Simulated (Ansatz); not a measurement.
**Trial inputs on AlSn**

The reference input for Ansatz (plane-wave DFT with PAW):

```yaml
crystal:
  lattice:
    - [4.1981056157, 0.0, 0.0]
    - [-2.0990528078, 3.6356661109, 0.0]
    - [0.0, 0.0, 3.306847]
  atoms:
    - { symbol: Al, position: [0.0, 0.0, 0.0] }
    - { symbol: Sn, position: [0.33333333, 0.66666667, 0.5] }
basis:
  ecutwfc: 420
kpoints:
  mp_grid: { grid: [6, 6, 4] }
hamiltonian:
  xc: pbe
scf:
  occupations: { method: gaussian, width: 0.1 }
output:
  forces: true
  stress: true
  eigenvalues: true
```

Command:

```bash
ansatz run input.yaml --threads 1 --pin off --max-ram 1331MiB --backend cpu --events-out ev --progress --plain --runs-dir out
```

The run converges in 7 SCF iterations on 21 irreducible k-points: pressure 1.15 GPa, no gap. Time: 2.8 s on 1 thread of Arm Neoverse N1, with other jobs on the host, peak memory 0.35 GiB.

The inputs are trials, many of them unsound on purpose. Their numbers show the effect of the settings and aren't properties of the material. Each trial's input is given as a difference from the reference's; energies are extrapolated to zero smearing where there is one, and pressure is positive in compression. Charged cells sit in a uniform background, and their pressures hang on that convention.

Trial 1 (volume scaled):

```diff
 crystal:
   lattice:
-    - [4.1981056157, 0.0, 0.0]
-    - [-2.0990528078, 3.6356661109, 0.0]
-    - [0.0, 0.0, 3.306847]
+    - [4.4236624544, 0.0, 0.0]
+    - [-2.2118312272, 3.8310040633, 0.0]
+    - [0.0, 0.0, 3.4845180793]
 kpoints:
-  mp_grid: { grid: [6, 6, 4] }
+  mp_grid: { kspacing: 0.56 }
```

The run converges in 7 SCF iterations on 9 irreducible k-points: energy 138 meV per atom above the reference, pressure -4.89 GPa, no gap. It took 1.8 s.

Trial 2 (one atom moved):

```diff
 crystal:
   atoms:
-    - { symbol: Sn, position: [0.33333333, 0.66666667, 0.5] }
+    - { symbol: Sn, position: [0.3333333333, 0.6666666667, 0.5151201431] }
 kpoints:
-  mp_grid: { grid: [6, 6, 4] }
+  mp_grid: { grid: [3, 3, 2] }
 hamiltonian:
+  dispersion: d4
 scf:
-  occupations: { method: gaussian, width: 0.1 }
+  occupations: { method: cold, width: 0.28 }
+  max_iter: 20
```

The run converges in 5 SCF iterations on 6 irreducible k-points: pressure -3.14 GPa, largest force 0.098 eV/Å, no gap. It took 1.3 s.

Trial 3:

```diff
 basis:
-  ecutwfc: 420
+  ecutwfc: "31 Ry"
 output:
+  dos: {}
```

The run converges in 7 SCF iterations on 21 irreducible k-points: energy 0.04 meV per atom below the reference, pressure 1.15 GPa, no gap. It took 3.6 s.

Trial 4:

```diff
+total_charge: -40
 scf:
+  max_iter: 20
+magnetization:
+  spin_polarized: true
+  per_species: { Fe: 2.0 }
```

The run converges in 13 SCF iterations on 21 irreducible k-points: pressure 673 GPa (with the neutralising background of the charged cell), no gap, cell moment 0.00 μB. It took 23 s. It warns that no starting moments were given.

Trial 5:

```diff
 crystal:
   lattice:
-    - [4.1981056157, 0.0, 0.0]
-    - [-2.0990528078, 3.6356661109, 0.0]
-    - [0.0, 0.0, 3.306847]
+    - [3.9782909977, 0.0, 0.0]
+    - [-1.9891454988, 3.4453010677, 0.0]
+    - [0.0, 0.0, 3.133699067]
-basis:
-  ecutwfc: 420
+basis: {}
 kpoints:
-  mp_grid: { grid: [6, 6, 4] }
+  mp_grid: { grid: [3, 3, 2] }
 hamiltonian:
-  xc: pbe
+  xc: r2scan
+  dispersion: none
+  pseudopotentials: { kind: nc }
 scf:
-  occupations: { method: gaussian, width: 0.1 }
+  occupations: { method: fermi_dirac }
+  mixing: { algorithm: msr1, beta: 0.15 }
+  initial_density: { chi_scale: 0, normalization: atom }
+  max_iter: 77
 output:
+  force: true
```

The program refuses the input:

```text
Error: YAML parse error: error: line 25 column 3: unknown field `force`, expected one of write_density, write_potential, write_potential_components, volumetric_format, write_bands, fatbands, populations, hubbard, elf, band_densities, bader, dos, optics, efg, charged_corrections, wannier …
```

Next try, without the unknown key:

```diff
 output:
-  force: true
```

The run converges in 8 SCF iterations on 6 irreducible k-points: at 1220 eV, the cutoff that these potentials take when none is typed, pressure 10.07 GPa, no gap. It took 11 s.

Trial 6:

```diff
 basis:
-  ecutwfc: 420
+  ecutwfc: "46 Ry"
 kpoints:
-  mp_grid: { grid: [6, 6, 4] }
+  mp_grid: { kspacing: 0.72 }
 hamiltonian:
-  xc: pbe
+  xc: pbesol
 output:
+  dos: { projected: true }
```

The run converges in 6 SCF iterations on 6 irreducible k-points: pressure -1.90 GPa, no gap. It took 2.4 s.

Trial 7:

```diff
 scf:
-  occupations: { method: gaussian, width: 0.1 }
+  occupations: { method: fermi_dirac, width: 0.01 }
```

The run converges in 7 SCF iterations on 21 irreducible k-points: energy 0.56 meV per atom above the reference, pressure 1.14 GPa, no gap. It took 2.9 s.

Trial 8:

```diff
 kpoints:
-  mp_grid: { grid: [6, 6, 4] }
+  mp_grid: { grid: [7, 3, 2] }
```

The run converges in 7 SCF iterations on 22 irreducible k-points: energy 319 meV per atom below the reference, pressure -0.92 GPa, largest force 0.171 eV/Å, no gap. It took 3.1 s. It warns that the mesh lowers the symmetry.